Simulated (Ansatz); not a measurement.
Crystals of one structure type (wurtzite) and one family of elements, relaxed and computed with the program Ansatz at the r²SCAN level (PAW).

```json
[
 {"crystal": "ZnO", "V (Å³/atom)": "11.81", "B₀ by P(V) fit (GPa)": "150"},
 {"crystal": "ZnS", "V (Å³/atom)": "19.59", "B₀ by P(V) fit (GPa)": "78.2"},
 {"crystal": "CdS", "V (Å³/atom)": "25.40", "B₀ by P(V) fit (GPa)": "60.3"},
 {"crystal": "CdSe", "V (Å³/atom)": "28.87", "B₀ by P(V) fit (GPa)": "?"}
]
```

Problem. Fit a straight line to ln B₀ against ln V and predict the withheld value.

Solution. Least squares on the 3 shown rows: ln B₀ = -1.20 × ln V + (7.961), with a scatter of 2 %. For CdSe this gives 50.7. The run itself gave 51.4, within the scatter.

All cells were relaxed under the symmetry of their starts (and spin orders); stability against distortions was not tested throughout. Scalar-relativistic: spin–orbit coupling is off unless named, which matters more the heavier the elements.

Potentials: the later of the program's two PAW sets.
